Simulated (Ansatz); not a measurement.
A trial cell of C3N, before relaxation:

```yaml
crystal:
  lattice:
    - [5.03628, 0.00000, 0.00000]
    - [-2.51814, 4.36155, 0.00000]
    - [0.00000, 0.00000, 4.06937]
  atoms:
    - { symbol: C, position: [0.16279, 0.32558, 0.25000] }
    - { symbol: C, position: [0.16279, 0.83721, 0.25000] }
    - { symbol: C, position: [0.67442, 0.83721, 0.25000] }
    - { symbol: C, position: [0.83721, 0.67442, 0.75000] }
    - { symbol: C, position: [0.83721, 0.16279, 0.75000] }
    - { symbol: C, position: [0.32558, 0.16279, 0.75000] }
    - { symbol: N, position: [0.33333, 0.66667, 0.75000] }
    - { symbol: N, position: [0.66667, 0.33333, 0.25000] }
```

Method: Ansatz, DFT PBE, scalar-relativistic, plane waves, PAW. Cutoff 420 eV, Gaussian smearing, Γ-centred meshes. Cell and atoms relax first on a coarse mesh and then on a finer one. In between, the cell is made exact in the group found at 0.06 Å. In metals the finer mesh still leaves noise of several meV/atom or more. The steps can't lower the symmetry of their start. No spin polarisation in the relaxation; trial moments died out in a coarse test.

A guess keeps its type if space group and coordination stay and the shape of the cell changes little (axis ratios within about 15 %, angles within 6°); the volume may change.

**Question.** Does this structure survive the relaxation?

**Answer.** It doesn't keep its type. The symmetry stays P6_3/mmc (No. 194). The volume per atom shrinks by 45.1 %, from 11.2 to 6.1 Å³. The shortest distance goes from 2.46 Å (C–C) to 1.77 Å (C–C). The ratio c/a of the conventional cell changes by a factor of 0.57. Counting neighbours within 15 % of an atom's shortest distance, the start has C 12, N 12 and the end C 6, N 6. In detail, at the end C has 4 C at 1.77 Å, 2 N at 1.90 Å, 4 C at 2.30–2.34 Å and 2 N at 2.48 Å; N has 6 C at 1.90 Å, 2 N at 2.30 Å and 6 C at 2.48 Å.

```yaml
crystal:
  lattice:
    - [4.96217, 0.00000, 0.00000]
    - [-2.48108, 4.29736, 0.00000]
    - [0.00000, 0.00000, 2.30039]
  atoms:
    - { symbol: C, position: [0.15687, 0.31373, 0.25000] }
    - { symbol: C, position: [0.15687, 0.84313, 0.25000] }
    - { symbol: C, position: [0.68627, 0.84313, 0.25000] }
    - { symbol: C, position: [0.84313, 0.68627, 0.75000] }
    - { symbol: C, position: [0.84313, 0.15687, 0.75000] }
    - { symbol: C, position: [0.31373, 0.15687, 0.75000] }
    - { symbol: N, position: [0.33333, 0.66667, 0.75000] }
    - { symbol: N, position: [0.66667, 0.33333, 0.25000] }
```

The zero of energy is the elements' standard structures at the same level (N₂ as a molecule); no fitted shifts are applied.

**Question.** At what energy does it end?

**Answer.** +3.26 eV/atom. A positive value: parting into the elements would lower its energy.

The last run used a 12×12×16 mesh (in the run's order of axes) for its 8-atom cell and Gaussian smearing of 0.10 eV. The reference form of C is held partly by dispersion forces, which this level lacks. A structure relaxed within its symmetry needn't be a true minimum. Another cell of C3N relaxed alike, in P1, lies 2.16 eV/atom lower, so this cell isn't the stable form at this level.
